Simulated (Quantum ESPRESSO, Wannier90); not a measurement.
**Wannierisation of InBi (P4/nmm)**

```xyz
4
Lattice="4.9108 0.0000 0.0000 0.0000 4.9108 0.0000 0.0000 0.0000 5.2223" Properties=species:S:1:pos:R:3 pbc="T T T"
In     2.4554     2.4554     0.0000
In     0.0000     0.0000     0.0000
Bi     2.4554     0.0000     1.8801
Bi     0.0000     2.4554    -1.8801
```

Cell from Materials Project (mp-23313), symmetrised, no further relaxation. COD (Crystallography Open Database) has an entry of this formula and space group (matched by these alone). Method: LDA plane waves in Quantum ESPRESSO 7.5 (PseudoDojo norm-conserving files, 56 Ry, no spin polarisation, no spin-orbit coupling), Bloch states on a 6×6×6 mesh through Γ, Wannier90 4.0.1. Density: 8×8×8 mesh, cold smearing 0.01 Ry. Spin-orbit coupling is left out although heavy elements are present.

Bands 21-22 form an isolated set from -11.96 to -9.79 eV relative to the Fermi level (on the path) and are turned into 2 Wannier functions by minimising the spread from the start: atomic waves Bi 6s.

Centres (Cartesian, Å; one of the equivalent choices) and spreads:

```
n      x      y       z  spread (Å²)  nearest atom
-  -----  -----  ------  -----------  ------------
1  2.455  0.000   1.676        2.212           Bi3
2  0.000  2.455  -1.676        2.212           Bi4
```

Ω_I = 4.42 Å², Ω_total = 4.42 Å²; the interpolated bands follow pw.x to 0.1 meV rms on the path. Only this start was tried; a symmetric start can stop on a saddle, and mixtures of these functions could lower the total by at most Ω_total − Ω_I.
